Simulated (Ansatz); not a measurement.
Given:

Starting cell, RuB₂ (space group Pmmn):

```
RuB2
1.0
    2.83048     0.00000     0.00000
    0.00000     4.59779     0.00000
    0.00000     0.00000     4.00003
B Ru
4 2
Cartesian
  0.00000   3.69735   1.45156
  0.00000   0.90044   1.45156
  1.41524   3.19933   2.54846
  1.41524   1.39845   2.54846
  0.00000   0.00000   3.39562
  1.41524   2.29889   0.60440
```

The atoms are displaced by Q × the pattern below (from a DFPT mode at Γ, largest move 1; Q in Å), at fixed cell.

```
atom      x       y       z
----  -----  ------  ------
B1    0.000   0.739   0.674
B2    0.000  -0.739   0.674
B3    0.000  -0.739  -0.674
B4    0.000   0.739  -0.674
Ru5   0.000   0.000  -0.025
Ru6   0.000   0.000   0.025
```

Calculation: LDA (plane waves to 420 eV, PAW, scalar-relativistic; Ansatz, a quantum-chemistry and plane-wave program). k mesh 16×10×12 (Γ-centred), Fermi-Dirac smearing 0.05 eV. The energy includes the smearing's −TS. With partly filled bands, energies and forces of such displacements shift with the k mesh and the smearing. RuB2 is run without spin polarisation. RuB2 was relaxed with its symmetry unable to fall. The zero of ΔE is the undisplaced structure.

The scan covers Q from -0.180 to 0.180 Å in 13 points.

### Question
Is the energy the same for displacements of ±0.180 Å, and if not, which side lies higher?

### Answer
Not even: the positive side lies higher at ±0.180 Å.

### Question
Is this a single well or a double well?

### Answer
A single well with its minimum at or next to zero displacement.

### Question
What is the energy change at Q = 0.180 Å?

### Answer
1659 meV/cell.

### Question
What harmonic wavenumber does the curvature at Q = 0 give?

### Answer
716 cm⁻¹.

(A displaced cell: forces are minus the slopes of the energy, force constants its curvatures, and phonons follow from these.)
